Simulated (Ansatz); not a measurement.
Given:

TiTe2:
```xyz
3
Lattice="3.6668 0.0000 0.0000 -1.8334 3.1756 0.0000 0.0000 0.0000 6.3364" Properties=species:S:1:pos:R:3 pbc="T T T"
Ti     0.0000     0.0000     0.0000
Te     0.0000     2.1170     1.7063
Te     1.8334     1.0585     4.6301
```

This is the LDA-relaxed structure. Cartesian axes are those of the cell as given.

All from the program Ansatz at the LDA level (PAW), unless another level is named. Predict the Poisson's ratio.

0.24.

And the elastic constants (relaxed ions, GPa)?

C11 = 94.6, C12 = 27.1, C13 = 24.8, C14 = -9.2, C33 = 63.2, C44 = 26.0.

Give the highest zone-centre frequency.

283 cm^-1.

Space group P-3m1 (CdI2 type). Symmetry was held in the LDA relaxation; of distortions, only those at the zone centre were tested. No spin polarisation was allowed. A crystal of weakly bound layers computed without a dispersion correction: the cell and the soft elastic constants depend strongly on that. As this level gives no gap, shear constants depend on the k-mesh and smearing (Fermi–Dirac, 0.1 eV here). As this level gives no gap, phonon frequencies hold no LO–TO term and depend on the k-mesh and smearing (Fermi–Dirac, 0.1 eV here). Scalar-relativistic: spin–orbit coupling is off unless named, which matters more the heavier the elements.

Potentials: the later of the program's two PAW sets.
